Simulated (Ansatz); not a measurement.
Trial structure of ZrSeBr2, not yet relaxed:

```cif
data_structure
_symmetry_space_group_name_H-M 'P6/mmm'
_symmetry_Int_Tables_number 191
_cell_length_a 4.4292
_cell_length_b 4.4292
_cell_length_c 8.2567
_cell_angle_alpha 90.000
_cell_angle_beta 90.000
_cell_angle_gamma 120.000
_cell_volume 140.28
loop_
_atom_site_label
_atom_site_type_symbol
_atom_site_symmetry_multiplicity
_atom_site_Wyckoff_symbol
_atom_site_fract_x
_atom_site_fract_y
_atom_site_fract_z
_atom_site_occupancy
Zr1 Zr 1 b 0.00000 0.00000 0.50000 1
Se1 Se 1 a 0.00000 0.00000 0.00000 1
Br1 Br 2 e 0.00000 0.00000 0.79020 1
```

Computed with DFT PBE, scalar-relativistic, plane waves, PAW (Ansatz 0.2.0). Settings: cutoff 420 eV, Γ-centred mesh 6×6×2 on the computed 4-atom cell, Gaussian smearing of 0.10 eV; no spin polarisation.

Formation energies are uncorrected and refer to the elements' standard structures at the same level. The references include crystalline Br.

**Question.** What does a single point on this coarse mesh give?

**Answer.** The pressure is 49.7 GPa (the mean over three directions, positive in compression), the largest force is 34.43 eV/Å, and the energy is +4.67 eV/atom against the elements. The shortest distance is 1.73 Å, so close that the PAW spheres overlap strongly and these values are rough.

**Question.** How much does it gain on relaxing, and where does it end?

**Answer.** Relaxing gains about 4.7 eV/atom (the start's value is from the coarse mesh, so the gain is rough) in 35 ionic steps and ends at −0.01 eV/atom on the finer mesh. The symmetry stays P6/mmm (No. 191). The volume per atom grows by 3.3 %, from 35.1 to 36.2 Å³. The shortest distance goes from 1.73 Å (Se–Br) to 2.47 Å (Zr–Br). The ratio c/a of the conventional cell changes by a factor of 2.16. Conventional cell: a = 3.464 Å, c = 13.951 Å. Zr has 2 Br at 2.47 Å; around Se lie 6 Se at 3.46 Å (long contacts); Br is surrounded by 1 Zr at 2.47 Å.

The last run used a 15×15×4 mesh (in the run's order of axes) for its 4-atom cell and Gaussian smearing of 0.10 eV. For metals, differences of a few meV/atom aren't resolved. Weakly bound directions are ill-defined at this level, which has no dispersion term. The reference forms of Br and Se are held partly by dispersion forces, which this level lacks. The relaxation can't lower the symmetry of the start. A structure relaxed within its symmetry needn't be a true minimum.
